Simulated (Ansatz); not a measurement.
SrAl$_{2}$Pb$_{2}$ in space group I4/mmm (No. 139; Pb on 4e, Sr on 2a, Al on 4d) at seven volumes, PBEsol (plane waves, PAW; program Ansatz), shape and atoms relaxed at each. One row is withheld.

```tsv
V (Å³/atom)	P (GPa)
25.162	4.37
25.991	?
26.821	1.25
27.650	0.00
28.480	-1.07
29.310	-1.97
30.139	-2.70
```

Fit the shown pressures and predict the withheld one.

Third-order Birch–Murnaghan: P = (3/2)B₀(x^(7/2) − x^(5/2))[1 + (3/4)(B′ − 4)(x − 1)] with x = (V₀/V)^(2/3). Least squares on the six rows gives V₀ = 27.649 Å³/atom, B₀ = 37.91 GPa, B′ = 4.29. At V = 25.991, x = 1.0421 and P = 2.68 GPa. The run itself gave 2.64 GPa.

The workflow started from an entry of the Crystallography Open Database (COD). Whether it is the stable phase at ambient conditions was not checked. The PBEsol relaxation kept the symmetry of its start; whether a distortion lowers the energy is not shown. The volume moved by 24 % from the start of the relaxation. Scalar-relativistic: spin–orbit coupling is off unless named, which matters more the heavier the elements.

Potentials: the later of the program's two PAW sets.
